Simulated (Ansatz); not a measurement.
Phonons of Na (bcc, W type) at N = (0.5, 0.0, 0.0), H = (0.5, 0.5, 0.5).

Na (bcc, W type)

```yaml
crystal:
  lattice:
    - [-2.11115, 2.11115, 2.11115]
    - [2.11115, -2.11115, 2.11115]
    - [2.11115, 2.11115, -2.11115]
  atoms:
    - { symbol: Na, position: [0.00000, 0.00000, 0.00000] }
```

The numbers are results of r2SCAN (plane waves to 500 eV, PAW, scalar-relativistic; Ansatz, a quantum-chemistry and plane-wave program), not measurements. DFPT wavenumbers on a 16×16×16 k mesh, in cm⁻¹ and rounded to 5; i marks imaginary ones, q is in fractions of the reciprocal vectors of the cell shown, and the three acoustic modes at Γ are left out. Na was relaxed with its symmetry unable to fall. The PAW data are Ansatz's earlier set.

```json
[
 {"q": "N = (0.5, 0.0, 0.0)", "wavenumbers (cm⁻¹)": "30, 90, 135"},
 {"q": "H = (0.5, 0.5, 0.5)", "wavenumbers (cm⁻¹)": "130 (×3)"}
]
```

The structure shows no imaginary mode at these points (lowest 30 cm⁻¹ at N = (0.5, 0.0, 0.0)); other wave vectors were not tested.

Highest mode: 135 cm⁻¹ at N = (0.5, 0.0, 0.0).
